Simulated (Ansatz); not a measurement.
Sc:
```yaml
crystal:
  lattice:
    - [3.14570, 0.00000, 0.00000]
    - [-1.57285, 2.72425, 0.00000]
    - [0.00000, 0.00000, 7.85448]
  atoms:
    - { symbol: Sc, position: [0.50000, 0.00000, 0.00000] }
    - { symbol: Sc, position: [0.50000, 0.50000, 0.33333] }
    - { symbol: Sc, position: [0.00000, 0.50000, 0.66667] }
```

This is the LDA-relaxed structure.

Problem. All from plane-wave PAW LDA (Ansatz code), unless another level is named. Give the bulk modulus (Birch–Murnaghan fit).

Solution. 56.2 GPa.

Problem. What about the highest zone-centre frequency?

Solution. 171 cm⁻¹.

Space group P6_222. The first step of the workflow began from a Materials Project structure, measured or hypothetical; the Crystallography Open Database copy checked does not list it. It is not the phase usual at ambient conditions (space group No. 194). The LDA relaxation kept the symmetry of its start. At this level the phase is dynamically unstable (imaginary phonons). The run is not spin-polarised. As this level gives no gap, phonon frequencies hold no LO–TO term and depend on the k-mesh and smearing (Fermi–Dirac, 0.1 eV here).

Potentials: the later of the program's two PAW sets.
